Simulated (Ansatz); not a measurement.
GeAsAu:
```xyz
6
Lattice="3.7574 3.1323 0.0000 -3.7574 3.1323 0.0000 -3.0596 0.0000 5.5518" Properties=species:S:1:pos:R:3 pbc="T T T"
Ge     1.1540     3.8910     0.4378
Ge    -4.2137     3.8910     5.1140
As    -2.6620     2.3628     2.3040
As    -0.3976     2.3628     3.2478
Au     1.1138     1.5771     1.3707
Au    -4.1734     1.5771     4.1811
```

Relaxed with r²SCAN.

Question: Give the Bader charges and basin volumes of the independent atoms, r²SCAN in the plane-wave PAW code Ansatz.

Answer: 

```tsv
atom	Bader charge (e)	Bader volume (Å³)
Ge1	+0.41	18.7
As3	-0.05	21.6
Au5	-0.36	25.1
```

Space group C2. The first step of the workflow began from a Materials Project structure, measured or hypothetical; the Crystallography Open Database copy checked does not list it. With Ge and As taken as one species the cell has the higher symmetry C2/c, so it may be an ordered model of a mixed-site phase. Its standing as an ambient phase is unchecked. The r²SCAN relaxation kept the symmetry of its start; its stability against distortions is not shown here. Scalar-relativistic: spin–orbit coupling is off unless named, which matters more the heavier the elements.

Potentials: the later of the program's two PAW sets.
